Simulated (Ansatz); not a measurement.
Here is an unrelaxed guess for WF3.

```yaml
crystal:
  lattice:
    - [3.85523, 0.00000, 0.00000]
    - [0.00000, 3.85523, 0.00000]
    - [0.00000, 0.00000, 3.85523]
  atoms:
    - { symbol: W, position: [0.50000, 0.50000, 0.50000] }
    - { symbol: F, position: [0.50000, 0.00000, 0.00000] }
    - { symbol: F, position: [0.00000, 0.50000, 0.00000] }
    - { symbol: F, position: [0.00000, 0.00000, 0.50000] }
```

Theory: Ansatz, DFT PBE, scalar-relativistic, plane waves, PAW. Settings: cutoff 420 eV, Γ-centred mesh 4×4×4 on the computed 4-atom cell, Gaussian smearing of 0.10 eV; collinear spin from starting moments 0.0 0.0 0.0 0.0 μB.

Energies over the elements count from the elements' standard structures at the same level (F₂ as a molecule), with no fitted energy shifts.

Question: What does a single point on this coarse mesh give?

Answer: The pressure is -24.2 GPa (it wants to contract), the largest force is 0.00 eV/Å (symmetry fixes the atoms), and the energy is −0.35 eV/atom against the elements. The shortest distance is 2.73 Å.

Question: How much does it gain on relaxing, and where does it end?

Answer: Relaxing gains about 0.45 eV/atom (the start's value is from the coarse mesh, so the gain is rough) in 16 ionic steps and ends at −0.80 eV/atom on the finer mesh. The symmetry stays Pm-3m (No. 221). The volume per atom shrinks by 28.9 %, from 14.3 to 10.2 Å³. The shortest distance goes from 2.73 Å (W–F and F–F) to 2.43 Å (W–F and F–F). Conventional cell: a = 3.441 Å. Around W lie 12 F at 2.43 Å; F is surrounded by 4 W at 2.43 Å and 8 F at 2.43 Å.

The last run used collinear spin, a 14×14×14 mesh for its 4-atom cell and Gaussian smearing of 0.10 eV. These runs have no spin–orbit coupling, which can matter for W. The magnetic state reached may not be the lowest. The relaxation can't lower the symmetry of the start. Symmetry constrained the relaxation, so the result can be a saddle point. Another cell of WF3 relaxed alike, in Pm-3m, lies 1.00 eV/atom lower, so this cell isn't the stable form at this level.
